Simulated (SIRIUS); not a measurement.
Consider a self-consistent single point of a model cell of CaWO4 (P2/c, 12 atoms in the cell; prototype structure).

```
CaWO4
1.0
    5.02177     0.00000     0.00000
    0.00000     6.12463     0.00000
   -0.05528     0.00000     5.27845
Ca W O
2 2 8
Cartesian
  2.49706   4.18496   1.31961
  2.46942   1.93967   3.95884
 -0.01382   1.11652   1.31961
 -0.04146   5.00811   3.95884
  1.25690   2.31021   2.11402
  3.73722   2.31021   0.52521
  3.70958   3.81442   3.16443
  1.22927   3.81442   4.75325
  1.06612   5.48460   2.30141
  3.92800   5.48460   0.33782
  3.90036   0.64002   2.97705
  1.03849   0.64002   4.94063
```

All values come from this method and carry its errors: PBEsol, GBRV PBEsol ultrasoft pseudopotentials (plane waves; SIRIUS 7.12.0).

SIRIUS settings:

- parameters.ngridk = 3 3 3
- parameters.xc_functionals = [XC_GGA_X_PBE_SOL, XC_GGA_C_PBE_SOL]
- parameters.gk_cutoff = 6.325 1/bohr
- parameters.pw_cutoff = 14.143 1/bohr
- parameters.smearing = fermi_dirac
- parameters.smearing_width = 0.00183747 Ha
- potentials = GBRV PBEsol ultrasoft pseudopotentials
- parameters.electronic_structure_method = pseudopotential
- parameters.num_bands = 58
- parameters.num_mag_dims = 0
- parameters.num_dft_iter = 100
- parameters.energy_tol = 1e-07 Ha
- parameters.density_tol = 1e-06
- mixer.type = broyden2
- mixer.beta = 0.3
- mixer.use_hartree = false

Results:

| Item | Result |
|---|---|
| Number of valence electrons | 96 |
| Number of bands | 58 |
| Number of k-points after the program's reduction | 10 |
| Number of plane waves (most at a k-point) | 4691 |
| Number of SCF iterations | 34 |
| FFT grid | 45 × 60 × 48 |
| Free energy E − TS | -9885.3739 eV |
| Pressure | -19.40 GPa |
| Largest force (vector length) | 4.514 eV/Å |

Forces (eV/Å):
```csv
atom,Fx,Fy,Fz
Ca1,0.000,-0.255,0.000
Ca2,0.000,0.255,0.000
W3,0.000,1.200,0.000
W4,0.000,-1.200,0.000
O5,-3.024,-2.549,-2.176
O6,3.024,-2.549,2.176
O7,3.024,2.549,2.176
O8,-3.024,2.549,-2.176
O9,-2.787,0.909,2.279
O10,2.787,0.909,-2.279
O11,2.787,-0.909,-2.279
O12,-2.787,-0.909,2.279
```

Stress (GPa, positive for compression):
```
-18.46    0.00   -1.35
  0.00  -19.23    0.00
 -1.35    0.00  -20.51
```

For comparison: a first run was changed to give this one (lattice scaled by 1.02), and from it to this one the free energy rises by 70.9 meV/atom, the pressure goes from -10.84 to -19.40 GPa and the largest force goes from 3.915 to 4.514 eV/Å.

The cell was set up from a structure prototype or typed lattice constants and was not relaxed beforehand at this level. Spin-orbit coupling is left out, which matters for bands and gaps with elements this heavy. Forces above 1 eV/Å remain at this geometry.

Cost on one core: about 3 core-minutes (a rough figure).
